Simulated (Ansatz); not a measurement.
Simulated powder pattern, Mo Kα, λ = 0.71073 Å (kinematic, ideal powder, no thermal factors, no anomalous dispersion; the 30 strongest lines at most, above 1 %, up to 2θ = 45°):

```
2θ (°)  I/Imax (%)
------  ----------
9.86           100
16.13           93
18.93           62
22.88           19
24.97           29
28.12           42
29.87           23
32.58           13
34.12           23
36.56           19
37.95          8.3
40.19          4.6
41.48           12
43.57           21
44.78           15
```

The pattern belongs to a structure relaxed with PBEsol in the plane-wave PAW code Ansatz.

### Question
Which of these materials gives this?
(A) Bi, diamond
(B) As, diamond
(C) La, diamond
(D) V, diamond

### Answer
A, Bi, diamond

### Question
Give the lattice parameters.

### Answer
a = 7.166 Å.

Space group Fd-3m (diamond). The start of the workflow was typed in or built on a structure type; neither database checked (COD, Materials Project) lists it. It is not the phase usual at ambient conditions (space group No. 166). Symmetry was held in the PBEsol relaxation. At this level the phase is mechanically unstable. Spin–orbit coupling is left out wherever it is not named.

Potentials: the earlier of the program's two PAW sets.
